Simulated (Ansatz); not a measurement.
**Scan of one atom of the cell for Ca (fcc, Cu type)**

Ca (fcc, Cu type)

```
CELL_PARAMETERS angstrom
      5.56846     0.00000     0.00000
      0.00000     5.56846     0.00000
      0.00000     0.00000     5.56846
ATOMIC_POSITIONS crystal
  Ca 0.00000 0.00000 0.00000
  Ca 0.50000 0.50000 0.00000
  Ca 0.50000 0.00000 0.50000
  Ca 0.00000 0.50000 0.50000
```

Scan: atom 2 (Ca, nearest neighbour Ca at 3.937 Å; its periodic images, 5.6 Å or more away, move with it) is displaced along Cartesian z, direction (0.000, 0.000, 1.000) in Cartesian axes, by s. The other atoms stay.

Level of theory: r2SCAN (plane waves to 500 eV, PAW, scalar-relativistic; Ansatz, an electronic-structure program). k mesh 7×7×7 (Γ-centred), Fermi-Dirac smearing 0.05 eV. Energies are smeared free energies. With partly filled bands, energies and forces of such displacements shift with the k mesh and the smearing. F∥ is the force on the atom along that direction. Ca was relaxed with its symmetry unable to fall. ΔE is measured from the undisplaced structure.

```csv
s (Å),ΔE (meV/cell),F∥ (eV/Å)
-0.390,178,0.918
-0.312,114,0.732
-0.234,64,0.548
-0.156,28,0.364
-0.078,7,0.182
0.000,0,0.000
0.078,7,-0.182
0.156,28,-0.364
0.234,64,-0.548
0.312,114,-0.732
0.390,178,-0.918
```

Read from the data:

| Item | Value |
|---|---|
| Energy at s = 0.390 Å | 178 meV/cell |
| Force along the line at s = -0.390 Å | 0.918 eV/Å |
| Symmetry of the curve | even: the same for both signs |
| Shape of the curve | a single well with its minimum at or next to zero displacement |
| Force constant k = d²E/ds² at s = 0 (finite differences) | 2.33 eV/Å² |
| Harmonic estimate at the end of the scan | ½ks² = 177 meV/cell against the computed 178 meV/cell, so the well is close to harmonic there |

(A displaced cell: forces are minus the slopes of the energy, force constants its curvatures, and phonons follow from these.)
